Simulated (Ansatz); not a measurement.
CaZn$_{2}$P$_{2}$:
```
CaZn2P2
1.0
    4.01310     0.00000     0.00000
   -2.00655     3.47545     0.00000
    0.00000     0.00000     6.81299
Ca Zn P
1 2 2
Direct
  0.00000   0.00000   0.00000
  0.33333   0.66667   0.63318
  0.66667   0.33333   0.36682
  0.66667   0.33333   0.73650
  0.33333   0.66667   0.26350
```

Relaxed with r²SCAN.

Problem. Map the electron localisation function on the plane through (0.000, 0.000, 0.000) spanned by u = [0, 0, 1] and v = [1, -1, 0] in lattice vectors, from r²SCAN (plane waves, PAW; program Ansatz).

Solution. x is the fraction of u, y of v (the angle between them is 90°; rows are the nearest grid lines); atoms in the plane: Ca at (0.00, 0.00), Zn at (0.63, 0.33), Zn at (0.37, 0.67), P at (0.74, 0.67), P at (0.26, 0.33).
```
|88998400000000000000000000000489988|
|99997200000000000000000000000279999|
|99984000001100000000011222100048999|
|44200001122211111112345667764201234|
|00000011222211111123466788887521000|
|00000122222111221135788888899997520|
|20000122221000011136888743589999742|
|31001122210000001137896100017999873|
|41001122210000001137896100017999874|
|21001222221000011136898743479999852|
|10012333222111111136889998999998741|
|01246778775432222233457899999876310|
|01367899999875433222223457787764210|
|14789999989998863111111122233321001|
|25899997434789863111000012222210012|
|47899971000169873110000001222110014|
|37899971000169873110000001222110013|
|24799998534788863111000012222100002|
|02579999888888753112211122222100000|
|00012578888766432111111222211000000|
|43210246776654321111111222110000244|
|99984000122211000000000110000048999|
|99997200000000000000000000000279999|
|88998400000000000000000000000489988|
```
Scale: ten equal steps from -0.001 (start of '0') to 0.875 (end of '9'), in the order '0123456789'; x runs from 0.000 to 1.00, y from 0.000 (bottom) to 1.00 (top).

The density is the valence pseudo-density with augmentation charge, so density and ELF within about 1 Å of a nucleus are not all-electron values.

Space group P-3m1. The workflow started from a Materials Project entry (that database holds measured and hypothetical structures alike); the Crystallography Open Database files this formula in space group No. 164, but the cells were not matched. Its standing as an ambient phase is unchecked. Symmetry was held in the r²SCAN relaxation; whether a distortion lowers the energy is not shown.

Potentials: the later of the program's two PAW sets.
